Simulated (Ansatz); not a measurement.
# Two Ansatz runs on PbF2

The cell is COD entry 9014557, as deposited and not checked against the literature; nothing was relaxed.

First run: DFT, PBE, PAW with Ansatz's default frozen-core files, scalar-relativistic (Ansatz 0.2.0).

Command: `ansatz run input.yaml --threads 1 --pin off --max-ram 3072MiB --backend cpu --events-out ev --progress --plain --runs-dir out` The run took 15 s on 1 thread of Arm Neoverse V2, on a shared host.

```yaml
crystal:
  lattice:
    - [0.0, 2.96985, 2.96985]
    - [2.96985, 0.0, 2.96985]
    - [2.96985, 2.96985, 0.0]
  atoms:
    - { symbol: Pb, position: [0.0, 0.0, 0.0] }
    - { symbol: F, position: [0.25, 0.25, 0.25] }
    - { symbol: F, position: [0.75, 0.75, 0.75] }
kpoints:
  mp_grid: { grid: [7, 7, 7] }
  band_path:
    path:
      - [0.0, 0.0, 0.0]
      - [0.5, 0.0, 0.5]
      - [0.625, 0.25, 0.625]
      - [0.375, 0.375, 0.75]
      - [0.0, 0.0, 0.0]
      - [0.5, 0.5, 0.5]
      - [0.5, 0.25, 0.75]
      - [0.5, 0.0, 0.5]
    npoints: 14
scf:
  occupations: { method: fermi_dirac, width: 0.03 }
hamiltonian:
  xc: pbe
  pseudopotentials: { kind: paw }
output:
  forces: true
  stress: true
  eigenvalues: true
  efg: { contact_densities: true }
  populations: true
  bader: true
  dos: { projected: true, de: 0.2, e_range: [-14, 8] }
  write_density: true
  write_potential: true
  elf: true
  volumetric_format: npy
```

Result: converged; pressure 2.20 GPa; gap on the k mesh 4.46 eV (the mesh can miss the band edges); 6 SCF iterations.

No spin–orbit coupling, which matters for the heavy atoms here.

A second input differs as follows:

```diff
@@ -23,4 +23,6 @@
 scf:
   occupations: { method: fermi_dirac, width: 0.03 }
+  convergence: { dr2_threshold: -1.0e-06 }
+  max_iter: 50
 hamiltonian:
   xc: pbe
@@ -32,9 +34,3 @@
   efg: { contact_densities: true }
   populations: true
-  bader: true
-  dos: { projected: true, de: 0.2, e_range: [-14, 8] }
-  write_density: true
-  write_potential: true
-  elf: true
-  volumetric_format: npy
```

Task: What is wrong with it, and what does the program do?

Result: The fault is a threshold that can't be met. The run refused before any iteration. The log ends:
```
Error: invalid value for `scf.convergence.dr2_threshold`: must be finite and > 0; got -0.000001 eV
```
